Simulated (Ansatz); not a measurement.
BN (wurtzite)

```
CELL_PARAMETERS angstrom
      5.10816     0.00000     0.00000
     -1.27704     2.21190     0.00000
      0.00000     0.00000     4.22393
ATOMIC_POSITIONS crystal
  B  0.33333 0.33333 0.99992
  B  0.83333 0.33333 0.99992
  B  0.16667 0.66667 0.49992
  B  0.66667 0.66667 0.49992
  N  0.33333 0.33333 0.62528
  N  0.83333 0.33333 0.62528
  N  0.16667 0.66667 0.12528
  N  0.66667 0.66667 0.12528
```

The atoms are displaced by Q × the pattern below (from a DFPT mode at M = (0.5, 0.0, 0.0), largest move 1; Q in Å), at fixed cell. (q is in reciprocal vectors of the primitive cell; the cell shown is doubled to hold the pattern.)

```json
[
 {"atom": "B1", "x": "0.343", "y": "0.198", "z": "0.623"},
 {"atom": "B2", "x": "-0.343", "y": "-0.198", "z": "-0.623"},
 {"atom": "B3", "x": "-0.343", "y": "-0.198", "z": "0.623"},
 {"atom": "B4", "x": "0.343", "y": "0.198", "z": "-0.623"},
 {"atom": "N5", "x": "0.729", "y": "0.421", "z": "-0.539"},
 {"atom": "N6", "x": "-0.729", "y": "-0.421", "z": "0.539"},
 {"atom": "N7", "x": "-0.729", "y": "-0.421", "z": "-0.539"},
 {"atom": "N8", "x": "0.729", "y": "0.421", "z": "0.539"}
]
```

These are PBE (plane waves to 420 eV, PAW, scalar-relativistic; Ansatz, an electronic-structure program) values and carry that method's errors. k mesh 15×15×8 (Γ-centred), Fermi-Dirac smearing 0.05 eV. The energy includes the smearing's −TS. Compression counts positive. BN was relaxed with its symmetry unable to fall. The PAW data are Ansatz's earlier set. The zero of ΔE is the undisplaced structure.

```json
[
 {"Q (Å)": "-0.100", "ΔE (meV/cell)": "1091", "P (GPa)": "3.93"},
 {"Q (Å)": "-0.083", "ΔE (meV/cell)": "755", "P (GPa)": "?"},
 {"Q (Å)": "-0.067", "ΔE (meV/cell)": "482", "P (GPa)": "1.72"},
 {"Q (Å)": "-0.050", "ΔE (meV/cell)": "270", "P (GPa)": "?"},
 {"Q (Å)": "-0.033", "ΔE (meV/cell)": "120", "P (GPa)": "0.42"},
 {"Q (Å)": "-0.017", "ΔE (meV/cell)": "30", "P (GPa)": "0.10"},
 {"Q (Å)": "0.000", "ΔE (meV/cell)": "0", "P (GPa)": "-0.01"},
 {"Q (Å)": "0.017", "ΔE (meV/cell)": "30", "P (GPa)": "0.10"},
 {"Q (Å)": "0.033", "ΔE (meV/cell)": "120", "P (GPa)": "0.42"},
 {"Q (Å)": "0.050", "ΔE (meV/cell)": "270", "P (GPa)": "?"},
 {"Q (Å)": "0.067", "ΔE (meV/cell)": "482", "P (GPa)": "1.72"},
 {"Q (Å)": "0.083", "ΔE (meV/cell)": "755", "P (GPa)": "?"},
 {"Q (Å)": "0.100", "ΔE (meV/cell)": "1091", "P (GPa)": "3.93"}
]
```

Q: Some entries are withheld; supply them.

A: 
- -0.083, P (GPa): 2.71
- -0.050, P (GPa): 0.96
- 0.050, P (GPa): 0.96
- 0.083, P (GPa): 2.71

(A displaced cell: forces are minus the slopes of the energy, force constants its curvatures, and phonons follow from these.)
